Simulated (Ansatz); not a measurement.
## Ansatz run, ZrAg₂

The input, for Ansatz 0.2.0 (plane waves, PAW):

```yaml
crystal:
  lattice:
    - [5.398723, 0.0, 0.0]
    - [-2.699362, 4.675435, 0.0]
    - [0.0, 0.0, 8.87682]
  atoms:
    - { symbol: Zr, position: [0.3333, 0.6667, 0.063] }
    - { symbol: Zr, position: [0.6666, 0.3333, 0.563] }
    - { symbol: Zr, position: [0.3333, 0.6667, 0.437] }
    - { symbol: Zr, position: [0.6667, 0.3334, 0.937] }
    - { symbol: Ag, position: [0.833, 0.666, 0.25] }
    - { symbol: Ag, position: [0.167, 0.833, 0.75] }
    - { symbol: Ag, position: [0.334, 0.167, 0.25] }
    - { symbol: Ag, position: [0.167, 0.334, 0.75] }
    - { symbol: Ag, position: [0.833, 0.167, 0.25] }
    - { symbol: Ag, position: [0.666, 0.833, 0.75] }
    - { symbol: Ag, position: [0.0, 0.0, 0.0] }
    - { symbol: Ag, position: [0.0, 0.0, 0.5] }
  symmetry: { tolerance: 0.0003 }
kpoints:
  mp_grid: { grid: [7, 7, 4], shift: [0, 0, 0] }
magnetization:
  spin_polarized: false
scf:
  occupations: { method: fermi_dirac, width: 0.0757 }
  lower_state_search: "off"
  max_iter: 200
hamiltonian:
  pseudopotentials: { kind: paw }
  xc: mr2scan
basis:
  ecutwfc: 500
  fft_grid_basis: typed
output:
  forces: true
  stress: true
  eigenvalues: true
  bader: true
  populations: true
  elf: true
  write_potential: true
  volumetric_format: npy
  dos:
    e_range: [-12, 8]
    de: 0.05
    projected: { site_lists: { Ag: [Ag], Zr: [Zr] } }
checkpoint:
  read: saved_state
```

The saved state is an earlier solution for the same cell, perhaps on another mesh. 

Excerpt of what it printed:

```
Warning: the atoms were moved onto the symmetric positions of the space group found under crystal.symmetry.tolerance 3.0e-4 (fractional; no operation is sought that the atoms, as they stand in a round, miss by more than twice it, and no atom is moved by as much as it), and the run uses the moved positions.
Pseudopotentials: kind: paw
Pseudopotential: Zr, paw, valence charge 12, recommended cutoff 500 eV (meta_gga), Zr.paw.azcp
Pseudopotential: Ag, paw, valence charge 19, recommended cutoff 500 eV (meta_gga), Ag.paw.azcp
Functional definition: m-r2SCAN
  exchange = m_r2scan_x
  correlation = m_r2scan_c
Crystal: 12 atoms, lattice volume = 224.063 Å³
Basis set: ecut = 500 eV, 5661 PW (Γ), exchange–correlation on 160×160×288 points (64 copies of the dense FFT grid, shifted against one another)
Bands: 120, of which v1, the nominal top of the filled ones, is band 100 counted from 1 (99 counted from 0)
Symmetry: 24 space group operations
Space group: P63/mmc (ITA 194), of the structure as read, at distance tolerance 1.8e-3 Å
k-points: 24 of 196
Initial density: read from a saved state, or passed on in memory by an earlier SCF of this step, an earlier step, the calling program or the single point that the run made first
Functional: x = mr2scan, c = mr2scan; τ floored in thin density (d = 2e-4 eV/Å³)
Free energy (F): -77610.0546 eV
Harris-Foulkes:  -77610.0546 eV  (|F-HF|=2.44e-8)
Internal energy: -77609.7048 eV  (E = F + TS)
E sigma→0 (E₀):  -77609.8797 eV
Entropy (-TS):   -0.3498 eV (-29.147 meV/atom)
Fermi energy:    16.6775 eV
--- Per-component energies (eV) ---
  E_band       = -2510.2569
  E_kinetic    = 5545.0328
  E_local      = -23404.0845  (includes V_loc(G=0)·N_el)
  E_nonlocal   = 952.9302
  E_hartree    = 10432.7610
  E_xc         = -2054.3325
  E_vxc        = -2957.4615  (∫ρ·V_xc dr)
  E_paw        = -43246.7436  (= ΣΔE_a)
  E_vpaw       = -3716.2005  (= ΣTr[D̂ρ^β])
  E_aug_tail   = 0.0005  (compensation charges beyond the density's cutoff)
  E_vtau       = 204.0387  (kinetic-family band-sum trace: ∫τ·v_τ [+ j·A + Jᵃ·Aᵃ] dr)
  E_ewald      = -25830.5353
  E_core_change = -4.7335  (= ΣΔE_core)
  E_smearing   = -0.3498  (= −TS)
--- Stress (GPa, compression-positive) ---
        3.8742       0.0000       0.0000
        0.0000       3.8742       0.0000
        0.0000       0.0000       2.2025
  P = ⅓ Tr σ = 3.3170 GPa (33.170 kbar)
--- Löwdin populations: 12 sites ---
  site symbol       q [e]
     0     Zr     12.0762
     1     Zr     12.0762
     2     Zr     12.0762
     3     Zr     12.0762
     4     Ag     18.7390
     5     Ag     18.7390
     6     Ag     18.7390
     7     Ag     18.7390
     8     Ag     18.7390
     9     Ag     18.7390
    10     Ag     18.7448
    11     Ag     18.7448
  spilling = 0.0089 (of n_electrons = 200.0000)
--- Bader charges: 12 sites ---
  site symbol  charge [e]  shift [e]
     0     Zr      1.2326     0.0000
     1     Zr      1.2326     0.0000
     2     Zr      1.2326     0.0000
     3     Zr      1.2326     0.0000
     4     Ag     -0.5950     0.0000
     5     Ag     -0.5950     0.0000
     6     Ag     -0.5950     0.0000
     7     Ag     -0.5950     0.0000
     8     Ag     -0.5950     0.0000
     9     Ag     -0.5950     0.0000
    10     Ag     -0.6801     0.0001
    11     Ag     -0.6801     0.0001
```

Origin: a known structure type with other elements, at an estimated volume, so it need not be a known compound. Caveats: many states at the Fermi level without spin polarisation, so a magnetic state may lie lower; m-r2SCAN is r2SCAN with a changed spin dependence that lowers moments.
